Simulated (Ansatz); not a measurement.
## Structures of Re₂Te: which is lowest?

Plane-wave DFT in Ansatz with scalar-relativistic PAW potentials, cutoff 420 eV, Γ-centred meshes chosen by cell and gap, Gaussian smearing with energies taken to zero width. Every cell was relaxed (cell and atoms) in a run of its own, within the symmetry of its start. Functional: PBE.

Relaxed structures (starts from databases or built by putting these elements on another compound's sites):
A. Pnnm, 6 atoms in the computed cell, a = 3.001 Å, b = 7.700 Å, c = 4.440 Å; sites (symmetry × multiplicity) Re ..m × 4, Te ..2/m × 2; start: built
B. I4/mmm, 3 atoms in the computed cell, a = 3.055 Å, c = 11.268 Å; sites (symmetry × multiplicity) Re 4mm × 4, Te 4/mmm × 2; start: built

Problem. Rank them by energy. Could pressure change the order?

Solution.
| structure | group | E − E(lowest) (meV/atom) | V (Å³/atom) | gap on mesh (eV) |
| --- | --- | --- | --- | --- |
| B | I4/mmm | 0.0 | 17.52 | 0.00 |
| A | Pnnm | 392 | 17.10 | 0.00 |

B is lowest, 392 meV/atom under A. The two lowest differ in volume by under 3 %, too little for a first-order estimate of what pressure does to that pair (other pairs aren't weighed here); with rigid cells even 3 % in favour of the higher one would need about 119 GPa. Other structures may lie lower than all of these, and vibrations aren't counted.

Spin-orbit coupling is left out, which matters for the bands of heavy elements.